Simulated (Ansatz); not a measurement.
Na: pressure against volume

Na, Im-3m, a = 4.169 Å. Ansatz: PBEsol, PAW, 420 eV, Γ-centred 14×14×14 mesh on 1 atom, Gaussian smearing 0.10 eV; no spin polarisation. Symmetry fixes shape and atoms, so the cell is only scaled; pressure is positive in compression.

| V (Å³/atom) | P (GPa) |
| --- | --- |
| 31.886 | ? |
| 32.973 | 0.90 |
| 34.060 | 0.56 |
| 35.147 | 0.27 |
| 36.234 | 0.01 |
| 37.321 | -0.21 |
| 38.408 | -0.40 |
| 39.857 | -0.62 |

Task: Take V0 = 36.234 Å³/atom, count pressures from its P0 = 0.01 GPa, fit the third-order Birch–Murnaghan form to the other rows, and predict the missing pressure.

Result: With the Eulerian strain f = ½[(V0/V)^(2/3) − 1] and y = (P − P0)/[3f(1 + 2f)^(5/2)], the form is the line y = B0 + 1.5 B0 (B0′ − 4) f. Rows (f, y): 0.03245, 7.81; 0.02106, 7.85; 0.01026, 8.03; -0.00976, 7.89; -0.01905, 7.91; -0.03078, 8.00. Means f = 0.0006967, y = 7.9150; Σ(Δf)² = 0.003004, ΣΔfΔy = -0.005873; the slope is their ratio. y = 7.916 − 1.955 f GPa, so B0 = 7.9 GPa and B0′ = 4 + 2 × (-1.955)/(3 × 7.916) = 3.84. At V = 31.886, f = 0.04448, y = 7.829 and P = 1.30 GPa. The run gave 1.29 GPa, so the fit is 0.01 GPa too high, a small miss on the scale of the series.

Cost: 8 runs of about 0.41 core-minutes in all, on Arm Neoverse V1 (shared hosts).